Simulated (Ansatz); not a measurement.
Given:

AlPt3N:
```cif
data_AlNPt3
_chemical_formula_sum 'Al1 Pt3 N1'
_space_group_name_H-M_alt 'P 1'
_space_group_IT_number 1
_cell_length_a 4.13408
_cell_length_b 4.13408
_cell_length_c 4.13408
_cell_angle_alpha 90.000
_cell_angle_beta 90.000
_cell_angle_gamma 90.000
loop_
_space_group_symop_operation_xyz
  'x, y, z'
loop_
_atom_site_label
_atom_site_type_symbol
_atom_site_fract_x
_atom_site_fract_y
_atom_site_fract_z
_atom_site_occupancy
Al1 Al 0.00000 0.00000 0.00000 1
Pt1 Pt 0.00000 0.50000 0.50000 1
Pt2 Pt 0.50000 0.00000 0.50000 1
Pt3 Pt 0.50000 0.50000 0.00000 1
N1 N 0.50000 0.50000 0.50000 1
```

This is the PBEsol-relaxed structure.

### Question
All from plane-wave PAW PBEsol (Ansatz code), unless another level is named. Predict the electronic character.

### Answer
metallic (no gap).

### Question
Next, the formation energy from the elements (no fitted shifts)?

### Answer
0.31 eV/atom.

### Question
And the density of states at the Fermi level?

### Answer
0.45 states/eV per atom (mean over ±0.08 eV).

### Question
Give the gap with spin–orbit coupling.

### Answer
none (metallic).

Space group Pm-3m (anti-perovskite). The start of the workflow was typed in or built on a structure type; neither database checked (COD, Materials Project) lists it. Its standing as an ambient phase is unchecked. The PBEsol relaxation kept the symmetry of its start. At this level the phase is dynamically unstable (imaginary phonons). No spin polarisation was allowed. The volume moved by 18 % from the start of the relaxation. Its formation energy is positive at this level, so the cell may be metastable or incomplete. The references are the lowest solids computed at this level, not always the standard phases (solids in place of the gases). Scalar-relativistic: spin–orbit coupling is off unless named, which matters more the heavier the elements.

Potentials: the earlier of the program's two PAW sets. The files were generated under PBE; for other functionals the program regenerates the frozen cores, and for LDA and PBEsol the local potential too.
